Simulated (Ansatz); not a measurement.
**Structure relaxation, SnO**

The start is a relaxed SnO cell displaced along its unstable phonon at q = (½, 0, 0) of its primitive reciprocal cell (277i cm⁻¹), largest move 0.15 Å. The cell and all atomic positions are relaxed at zero pressure with PBE (plane waves to 420 eV, PAW, scalar-relativistic; Ansatz, a first-principles code). The first steps use a coarse 3×6×5 k-mesh.

Starting cell:
```
SnO
1.0
    8.34287     0.00000     0.00000
   -2.08572     3.61257     0.00000
    0.00000     0.00000     5.23788
Sn O
4 4
Direct
  0.16667   0.66667   0.24802
  0.66667   0.66667   0.25198
  0.33333   0.33333   0.75198
  0.83333   0.33333   0.74802
  0.16667   0.66667   0.77864
  0.66667   0.66667   0.72136
  0.33333   0.33333   0.22136
  0.83333   0.33333   0.27864
```

Problem. How much energy is released per atom?

Solution. 0.26 eV/atom.

Problem. How does the volume change?

Solution. -8.9 %, from 19.73 to 17.97 Å³/atom.

Problem. Is the parent structure recovered?

Solution. It does not go back: it reaches Pnma (No. 62), 284 meV/atom below the parent.

Problem. How do the shortest distances between atoms change?

Solution. The closest pairs of elements (up to four, under 3.6 Å), start → end: O–Sn 2.41 → 2.13 Å; O–O 3.34 → 2.96 Å; Sn–Sn 3.54 → 3.54 Å.

Problem. What band gap does the relaxed structure have at this level?

Solution. 1.35 eV, indirect (valence top at k = (0, 0, 0.3333), conduction bottom at 60 % of the way from U to R) (no spin-orbit coupling).

Problem. Write out the relaxed structure.

Solution. 
Space group Pnma (No. 62); a = 5.4728 Å, b = 4.5588 Å, c = 5.7635 Å, α = β = γ = 90.00°

| atom | site | symmetry | x | y | z |
|---|---|---|---|---|---|
| Sn | 4c | .m. | 0.2466 | 0.2500 | 0.5166 |
| O | 4c | .m. | 0.1203 | 0.2500 | 0.8824 |

Final values are on a 6×7×6 k-mesh of the relaxed cell. No spin polarisation in the result.

The run could not lose the symmetry of its start: the end is stationary, and may be a saddle point rather than a minimum.

The relaxed structure here is a generated cell of SnO: the first start was made by placing the elements on the sites of a structure type, and the end was not matched to a known phase here, so it may be hypothetical. Known forms of SnO include space group No. 129.
